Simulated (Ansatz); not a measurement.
SiC:
```xyz
2
Lattice="2.8541 0.0000 0.0000 -1.4271 2.4718 0.0000 0.0000 0.0000 2.5427" Properties=species:S:1:pos:R:3 pbc="T T T"
Si     0.0000     0.0000     0.0000
C      1.4271     0.8239     1.2714
```

Relaxed with r²SCAN. Special points in fractions of this cell's reciprocal vectors: Γ (0.000, 0.000, 0.000); M (0.500, 0.000, 0.000); K (0.333, 0.333, 0.000); A (0.000, 0.000, 0.500); L (0.500, 0.000, 0.500); H (0.333, 0.333, 0.500).

Q: List the band energies nearest the Fermi level at these points for DFT-r²SCAN in the program Ansatz with PAW potentials.

A: In eV from the Fermi level; about four levels below and three above (degenerate sets whole), none deeper than 8.9 eV; … stands for higher levels left out; points with the same levels are listed once.

| k | below | above |
|---|---|---|
| Γ | -1.06 -1.06 -0.59 | 4.55 5.96 … |
| M | -3.68 | 1.40 1.92 9.96 |
| K | -8.54 | 1.72 8.55 9.81 |
| A | – | 1.24 1.24 8.38 |
| L | -8.49 -7.54 -3.75 -0.81 | 5.34 … |
| H | -7.16 -4.23 -1.98 -1.63 | … |

Space group P-6m2. The cell is a constructed one: a structure type filled with these elements; neither database checked (COD, Materials Project) lists it. It is not the phase usual at ambient conditions (space group No. 186, 216). Symmetry was held in the r²SCAN relaxation. At this level the phase is mechanically unstable.

Potentials: the later of the program's two PAW sets.
